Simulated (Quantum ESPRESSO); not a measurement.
Quadrupole interaction in ZrO2 (changed cell)

```xyz
3
Lattice="0.0000 2.5323 2.5705 2.5323 0.0000 2.5705 2.5323 2.5323 0.0000" Properties=species:S:1:pos:R:3 pbc="T T T"
Zr     0.0000     0.0000     0.0000
O      1.2662     1.2662     1.2853
O      3.7985     3.7985     3.8558
```
The cell was made here from a computed Materials Project entry: strained by +1 % along the cube axis and by -0.5 % across it, atoms relaxed (PBE without dispersion, pw.x of a modified build of Quantum ESPRESSO, symmetry kept). The parent is ZrO2 in Fm-3m. Stability against distortions was not tested. The run has no spin polarisation.

Computed: field gradients by PBE PAW (JTH datasets; density from pw.x of Quantum ESPRESSO, gradients reconstructed from it by a script), 22.5 Ha, k-mesh 8×8×8 through Γ.

```tsv
site	site symmetry	Vzz (a.u.)	η_Q	∣C_Q∣ (MHz)
Zr (atom 1)	4/mmm	-0.077	0.00	3.19 (⁹¹Zr)
O (atoms 2, 3)	-4m2	0.048	0.00	0.29 (¹⁷O)
```

Quadrupole moments taken as inputs (sizes, barn, from the tables of PySCF and pymatgen): ⁹¹Zr 0.176, ¹⁷O 0.0256.

Principal values are ordered |Vxx| ≤ |Vyy| ≤ |Vzz|, η = (Vxx − Vyy)/Vzz, and C_Q = eQVzz/h is given by its size. Cores are frozen. Against all-electron runs on small test molecules, this scheme's |Vzz| missed by −2 to +6 % on O. Zr had no test against all-electron runs. The structure is static (0 K, no zero-point motion).
